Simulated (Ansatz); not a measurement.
MnAu$_{4}$ in space group I4/m (No. 87; Mn on 2a, Au on 8h), DFT-PBE in the program Ansatz with PAW potentials, all energies at zero smearing, with the estimated change up to a 700 eV cutoff added, with one set of potentials and settings (totals compare only within such a set). Cell of 5 atoms (1 Mn, 4 Au): -56496.552 eV.

```tsv
element	reference phase	E (eV/atom)
Mn	I-43m, 29 atoms in the cell, spin-polarised	-3898.8617
Au	Fm-3m, 1 atoms in the cell	-13149.3277
```

Formation energy per atom, worked out: (-56496.552 − 1×(-3898.8617) − 4×(-13149.3277))/5 = -0.076 eV/atom (-7 kJ per mol of atoms), at 0 K, without zero-point energy or fitted corrections.

The workflow started from a Materials Project entry (that database holds measured and hypothetical structures alike); the Crystallography Open Database copy checked does not list it. With Mn and Au taken as one species the cell has the higher symmetry Fm-3m, so it may be an ordered model of a mixed-site phase. Its standing as an ambient phase is unchecked. Symmetry was held in the PBE relaxation; whether a distortion lowers the energy is not shown. Spin order of the final state: ferromagnetic, chosen from 4 collinear starts compared on coarse meshes (ties went to the first, and starts can fall back to one state), not a proven ground state. The references are the lowest solids computed at this level, not always the standard phases. Scalar-relativistic: spin–orbit coupling is off unless named, which matters more the heavier the elements.

Potentials: the later of the program's two PAW sets.
